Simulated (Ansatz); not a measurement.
This cell of Ba (bcc, W type) is off equilibrium:

```
CELL_PARAMETERS angstrom
     -5.02000     5.02000     5.02000
      2.51000    -2.51000     2.51000
      2.51000     2.51000    -2.51000
ATOMIC_POSITIONS crystal
  Ba 0.00000 0.01992 0.01992
  Ba 0.50000 0.98008 0.98008
```

These are PBE (plane waves to 420 eV, PAW, scalar-relativistic; Ansatz, a first-principles code) values and carry that method's errors. k mesh 13×13×13 (Γ-centred), Fermi-Dirac smearing 0.05 eV. Compression counts positive. With partly filled bands, energies and forces of such displacements shift with the k mesh and the smearing. Ba was relaxed with its symmetry unable to fall.

**Question.** Predict the force on every atom, in eV/Å.

**Answer.** 
| atom | Fx | Fy | Fz |
|---|---|---|---|
| Ba1 | -0.135 | 0.000 | 0.000 |
| Ba2 | 0.135 | 0.000 | 0.000 |

(For displaced atoms, the force is minus the slope of the energy, and its curvature is a force constant, which sets phonon frequencies.)
